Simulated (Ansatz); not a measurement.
# Structure search: one Li3Zn2 candidate

The calculation used Ansatz 0.2.0, DFT PBE, scalar-relativistic, plane waves, PAW. Cutoff 420 eV, Gaussian smearing, Γ-centred meshes. Cell and atoms relax first on a coarse mesh and then on a finer one. In between, the cell is made exact in the group found at 0.06 Å. In metals the finer mesh still leaves noise of several meV/atom or more. The steps can't lower the symmetry of their start. No spin polarisation.

A trial structure of Li3Zn2 was built thus: random cell by space group and Wyckoff sites (Cmmm, No. 65). The dimensions are guesses.

```
Li Zn
1.0
     2.85336   -2.96602    0.00000
     2.85336    2.96602    0.00000
     0.00000    0.00000    4.37374
Li Zn
3 2
Cartesian
  2.8534 1.9287 2.1869
  2.8534 -1.9287 2.1869
  2.8534 0.0000 2.1869
  4.4557 0.0000 0.0000
  1.2510 0.0000 0.0000
```

Energies over the elements count from the elements' standard structures at the same level, with no fitted energy shifts.

Question: Where does the relaxation end?

Answer: The symmetry stays Cmmm (No. 65). The volume per atom grows by 22.4 %, from 14.8 to 18.1 Å³. The shortest distance goes from 1.93 Å (Li–Li) to 2.52 Å (Li–Zn). The energy falls by about 0.17 eV/atom (the start's value is from the coarse mesh). Conventional cell: a = 5.422 Å, b = 7.960 Å, c = 4.198 Å. Li on a site of symmetry m2m is surrounded by 2 Li at 2.63–2.71 Å, 4 Zn at 2.82 Å and 4 Li at 2.99–3.03 Å; Li on a site of symmetry mmm has 4 Zn at 2.52 Å, 2 Li at 2.63 Å and 4 Li at 3.03 Å; Zn has 2 Li at 2.52 Å, 2 Zn at 2.64–2.79 Å and 4 Li at 2.82 Å.

```
Li Zn
1.0
     2.71081   -3.98004    0.00000
     2.71081    3.98004    0.00000
     0.00000    0.00000    4.19838
Li Zn
3 2
Direct
  0.17011 0.82989 0.50000
  0.82989 0.17011 0.50000
  0.50000 0.50000 0.50000
  0.75688 0.75688 0.00000
  0.24312 0.24312 0.00000
```

Question: How does it come out in energy, and is it a metal?

Answer:

* Energy over the elements: +0.03 eV/atom
* Gap on the 10×10×10 mesh of the 5-atom cell: 0 eV (a metal)

It can't be a ground state, since the elements alone are lower.

The last run used Gaussian smearing of 0.10 eV. For metals, differences of a few meV/atom aren't resolved. Symmetry constrained the relaxation, so the result can be a saddle point. In all, the 3 runs took 2.1 min on 1 thread of AMD EPYC 7B13 (Zen 3), with other jobs on the host.
